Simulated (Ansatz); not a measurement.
Values for one crystal, relaxed and computed with DFT-LDA in the program Ansatz with PAW potentials; other levels are named.

- Volume per atom: 20.92 Å³
- Electronic character: metallic (no gap)
- Density of states at the Fermi level: 0.07 states/eV per atom (mean over ±0.08 eV)
- Formation energy from the elements (no fitted shifts): -832 meV/atom

### Question
Which compound is it?
A. TaSe2, P-3 (Pearson symbol hP39)
B. Hg2SeS, P-4m2 (Hg on 2g, Se on 1d, S on 1b)
C. Cu2Se, anti-fluorite
D. BaTaO3, cubic perovskite

### Answer
A, TaSe2, P-3 (Pearson symbol hP39)

The start of the workflow was typed in or built on a structure type; neither database checked (COD, Materials Project) lists it. COD files the formula under space group No. 2, 42, 166, 186, 194. Its standing as an ambient phase is unchecked. Symmetry was held in the LDA relaxation; its stability against distortions is not shown here. No spin polarisation was allowed. A crystal of weakly bound layers computed without a dispersion correction: the cell and the soft elastic constants depend strongly on that. With an odd number of electrons in the cell and no spin polarisation, the count alone makes it a metal. The references are the lowest solids computed at this level, not always the standard phases. Scalar-relativistic: spin–orbit coupling is off unless named, which matters more the heavier the elements.

Potentials: the later of the program's two PAW sets.
